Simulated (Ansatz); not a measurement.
## TiOs: strain and displacement

```
Ti Os
1.0
     3.08000    0.00000    0.00000
     0.00000    3.08000    0.00000
     0.00000    0.00000    3.08000
Ti Os
1 1
Cartesian
  1.5400 1.5400 1.5400
  0.0000 0.0000 0.0000
```

Atoms are numbered in the order listed.

The geometry is COD entry 1537945, unchecked; take it as a test cell.

No spin–orbit coupling, which matters for the heavy atoms here.

The calculation used DFT, PBEsol, all-electron PAW with datasets made for the crystal, scalar-relativistic in Ansatz 0.2.0.

The runs use a Γ-centred 13×13×13 k mesh, Fermi–Dirac smearing of 0.03 eV, cutoff 460 eV (chosen by the program for this cell), no spin polarisation.

The unchanged cell is at -4.60 GPa.

In a metal, stresses and small energies carry noise from the k mesh.

x, y and z are the Cartesian axes of the cell as listed; fractional coordinates follow a strain, and an engineering shear is twice the off-diagonal strain component.

Task: With this change (equal xy, yz and zx engineering shear strains of -2 %), what becomes of the energy and stress?

Result: Energy change +7 meV/atom; stress change (xx, yy, zz, yz, xz, xy) 0.22, 0.22, 0.22, 2.59, 2.59, 2.59 GPa, compression positive.

With equal xy, yz and zx engineering shear strains of -1 %: energy change +2 meV/atom; stress change (xx, yy, zz, yz, xz, xy) 0.05, 0.05, 0.05, 1.28, 1.28, 1.28 GPa, compression positive.

Task: With this change (equal xy, yz and zx engineering shear strains of +1 %), what becomes of the energy and stress?

Result: Energy change +2 meV/atom; stress change (xx, yy, zz, yz, xz, xy) 0.05, 0.05, 0.05, -1.21, -1.21, -1.21 GPa, compression positive.

Task: With this change (equal xy, yz and zx engineering shear strains of +2 %), what becomes of the energy and stress?

Result: Energy change +6 meV/atom; stress change (xx, yy, zz, yz, xz, xy) 0.21, 0.21, 0.21, -2.34, -2.34, -2.34 GPa, compression positive.
